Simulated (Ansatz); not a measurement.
# Pt: clamped-ion strain scan

Theory: Ansatz, DFT r2SCAN, scalar-relativistic, plane waves, PAW. The runs took a 500 eV cutoff, a Γ-centred 18×18×10 mesh and Gaussian smearing (0.15 eV). Spin–orbit coupling is left out, which can shift energies with elements as heavy as these. No spin polarisation. Energies are free energies at this smearing, counted from the undisturbed cell; pressure is positive in compression.

Zero of the scan (as given, not relaxed at this level; it stands at -6.4 GPa; this form isn't the usual structure):

```
CELL_PARAMETERS angstrom
2.76067 0.00000 0.00000
-1.38033 2.39081 0.00000
0.00000 0.00000 4.79213
ATOMIC_POSITIONS crystal
Pt 0.66667 0.33333 0.75000
Pt 0.33333 0.66667 0.25000
```

The cell is strained by ε times the Voigt pattern (1, -1, 0, 0, 0, 0) (xx, yy, zz, yz, xz, xy; engineering shear) with fractional coordinates fixed. The cell is metallic on the mesh throughout.

| ε | ΔE (meV/atom) | stress summed along the pattern (GPa, tension positive) | pressure (GPa) |
| --- | --- | --- | --- |
| -0.1000 | 262.6 | -58.19 | 6.7 |
| -0.0750 | 138.5 | -39.87 | 0.7 |
| -0.0500 | 58.3 | -25.06 | -3.3 |
| -0.0250 | 13.8 | -11.80 | -5.7 |
| 0.0000 | 0.0 | 0.00 | -6.4 |
| 0.0250 | 11.5 | 9.07 | -5.7 |
| 0.0500 | 40.5 | 14.33 | -3.8 |
| 0.0750 | 79.1 | 16.49 | -1.0 |
| 0.0875 | 100.7 | 16.92 | 0.6 |
| 0.1000 | 123.5 | 17.35 | 2.4 |